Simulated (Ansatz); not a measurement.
# ZnTeH4N2, one structure, two calculations

Cell: a refined structure from the COD whose atoms were relaxed with PBE, the cell held.

Space group P2_1 (No. 4); a = 4.2222, b = 6.9057, c = 7.3031 Å, β = 98.93°.

| site | Wyckoff | site symmetry | x | y | z |
| --- | --- | --- | --- | --- | --- |
| Zn | 2a | 1 | 0.7729 | 0.9603 | 0.5485 |
| Te | 2a | 1 | 0.7775 | 0.3334 | 0.6322 |
| H5 | 2a | 1 | 0.8097 | 0.6882 | 0.7963 |
| H7 | 2a | 1 | 0.0841 | 0.8535 | 0.8744 |
| H9 | 2a | 1 | 0.6098 | 0.0524 | 0.9098 |
| H11 | 2a | 1 | 0.7259 | 0.8869 | 0.0679 |
| N13 | 2a | 1 | 0.8468 | 0.8348 | 0.8147 |
| N15 | 2a | 1 | 0.6237 | 0.9052 | 0.9313 |

One atom of each set is listed.

First run. The numbers come from a DFT calculation in Ansatz (PBE, plane waves and PAW, scalar-relativistic, 420 eV cutoff, Γ-centred 7×5×4 k-points, Fermi–Dirac smearing 0.05 eV).

```csv
site,V_zz (10²¹ V/m²),η
Zn,-1.13,0.66
Te,-14.45,0.11
H5,3.15,0.12
H7,2.89,0.13
H9,3.28,0.16
H11,3.17,0.16
N13,-7.83,0.96
N15,-10.76,0.80
```

Second run. The same atoms and settings, except that spin–orbit coupling is included (fully relativistic PAW files).

Question: Given the first result, estimate the second.

Answer: 

```csv
site,V_zz,η,change of V_zz
Zn,-1.14,0.65,-0.01
Te,-14.50,0.11,-0.05
H5,3.15,0.12,0.00
H7,2.89,0.13,0.00
H9,3.28,0.16,0.00
H11,3.17,0.16,0.00
N13,-7.83,0.96,0.00
N15,-10.76,0.80,0.00
```

The largest change of V_zz is on Te, from -14.45 to -14.50. In per cent, |V_zz| changes by +1 on Zn, 0 on Te, 0 on H, 0 on N (all sites that start above 0.5).

The entry's hydrogen positions were far off; the other atoms hardly move on relaxation.
